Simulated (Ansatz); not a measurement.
## Phonons of ZrB2 (AlB2-type structure)

Level of theory: DFT, PBEsol, scalar-relativistic, no spin polarisation; plane waves to 420 eV with PAW datasets (Ansatz 0.2.0), Gaussian smearing of 0.15 eV; PAW files: Ansatz's generated set soft_2.

```cif
data_structure
_symmetry_space_group_name_H-M 'P 1'
_symmetry_Int_Tables_number 1
_cell_length_a 3.1547
_cell_length_b 3.1547
_cell_length_c 3.5074
_cell_angle_alpha 90.000
_cell_angle_beta 90.000
_cell_angle_gamma 120.000
_cell_volume 30.23
loop_
_atom_site_label
_atom_site_type_symbol
_atom_site_fract_x
_atom_site_fract_y
_atom_site_fract_z
_atom_site_occupancy
Zr1 Zr 0.00000 0.00000 0.00000 1
B1 B 0.33333 0.66667 0.50000 1
B2 B 0.66667 0.33333 0.50000 1
```

The start was a prototype's sites filled with these elements; the Crystallography Open Database holds the compound in this structure.

Force constants come from finite displacements in a 3×3×2 supercell (the unit cell's 12×12×10 k-mesh, folded to it); the long-range dipole term is not included. Points in reciprocal vectors of this cell: Γ = (0.000, 0.000, 0.000), M = (0.500, 0.000, 0.000), K = (0.333, 0.333, 0.000), A = (0.000, 0.000, 0.500), L = (0.500, 0.000, 0.500), H = (0.333, 0.333, 0.500).

Is the structure dynamically stable along this path, and where does the spectrum end?

Yes: no branch is imaginary beyond numerical noise. The highest frequency is 791 cm⁻¹, at A. Points that don't fit the supercell are interpolated.

Frequencies at the named points (cm⁻¹, imaginary ones negative):
| point | ω (cm⁻¹) |
| --- | --- |
| Γ | 0 0 0 460 460 482 554 780 780 |
| M | 232 242 286 519 540 555 707 708 738 |
| K | 251 270 270 546 546 632 657 657 758 |
| A | 216 216 245 413 413 505 625 791 791 |
| L | 233 251 255 518 554 601 678 724 731 |
| H | 237 260 260 579 579 624 659 659 742 |

What does the harmonic approximation give for the vibrational free energy, entropy and heat capacity?

Zero-point energy 91.2 meV/atom.
```csv
T (K),F_vib (meV/atom),S (J/K per mole of atoms),C_V (J/K per mole of atoms)
100,90.8,1.6,3.9
200,86.8,6.4,10.8
300,77.3,11.8,15.9
400,62.4,16.9,19.0
500,42.5,21.3,20.8
600,18.4,25.2,21.9
700,-9.6,28.7,22.7
800,-40.9,31.7,23.2
900,-75.3,34.5,23.5
1000,-112.3,37.0,23.8
```

The highest mode, 791 cm⁻¹, is worth 1140 K. At 300 K the heat capacity has reached 64 % of the classical limit 3R = 24.9 J/K per mole of atoms, since the stiffer modes are still partly frozen out.

The crystal is a metal or nearly so; low and unstable modes depend on mesh and smearing.

Run time: 3.1 min on 4 threads of Arm Neoverse V2, on a shared host, peak memory 4.5 GiB.
